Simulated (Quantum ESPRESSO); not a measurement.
# Where does Sc sit best among Al sites?

These are calculations, not measurements. They come from pw.x of Quantum ESPRESSO 7.5, a plane-wave density functional program, with PseudoDojo standard norm-conserving files (v0.5 for PBE, v0.4.1 for LDA and PBEsol). The cells are made up: elements, strain and atom displacements were drawn at random, and nothing was relaxed. There is no spin polarisation, spin-orbit coupling or dispersion term.

The cell has 8 sites of a zincblende or diamond lattice. Sites 1 to 4 hold X X X X; sites 5 to 8 hold S P P P. Cell vectors in Å: (5.483, 0.000, 0.000); (0.000, 5.483, 0.000); (0.000, 0.000, 5.483). Settings: PBE, cutoff 1061 eV, 6 x 6 x 6 k mesh shifted by half a step, Fermi-Dirac smearing of 0.1 eV.

In each run one of the sites marked X holds Sc and the others hold Al; cell and positions stay the same. E is the free energy of the cell.

```
site of the guest  first shell  mean distance (Å)  E above the lowest (eV)  P (GPa)  force on the guest (eV/Å)
                1          P3S              2.322                    0.971     8.15                      2.821
                2          P3S              2.400                    0.340     6.94                      1.289
                3          P3S              2.468                    0.000     6.04                      2.288
                4          P3S              2.322                    0.939     7.94                      2.290
```

A rerun of one of these cells at 1347 eV and k mesh 8 x 8 x 8 moved values by no more than 0.002 eV in the cell's energy, 0.02 GPa in stress and 0.007 eV/Å in force.

## Reading the table

Site 3 is lowest, by 0.340 eV, over three times the rerun's bound. A straight line of energy against the mean distance has a slope of -6.7 ± 0.6 eV/Å, so the guest costs less on the roomier sites. The positions are random and not relaxed, so the differences hold for this frozen cell and are not site preferences of a real crystal.